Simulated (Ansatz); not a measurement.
MoSe₂ in space group P6_3/mmc (No. 194; Mo on 2c, Se on 4f) at seven volumes, LDA in the plane-wave PAW code Ansatz, shape and atoms relaxed at each. One row is withheld.

| V (Å³/atom) | P (GPa) |
|---|---|
| 17.660 | 6.79 |
| 18.242 | 3.80 |
| 18.824 | 1.56 |
| 19.406 | -0.01 |
| 19.988 | -0.99 |
| 20.571 | ? |
| 21.153 | -1.65 |

**Question.** Fit the shown pressures and predict the withheld one.

**Answer.** P = (3/2)B₀(x^(7/2) − x^(5/2))[1 + (3/4)(B′ − 4)(x − 1)] with x = (V₀/V)^(2/3). Least squares on the six rows gives V₀ = 19.418 Å³/atom, B₀ = 40.0 GPa, B′ = 14.01. At V = 20.571, x = 0.9623 and P = -1.47 GPa. The run itself gave -1.49 GPa.

Symmetry was held in the LDA relaxation; phonons on a q-mesh show no instability. No spin polarisation was allowed. A crystal of weakly bound layers computed without a dispersion correction: the cell and the soft elastic constants depend strongly on that.

Potentials: the later of the program's two PAW sets.
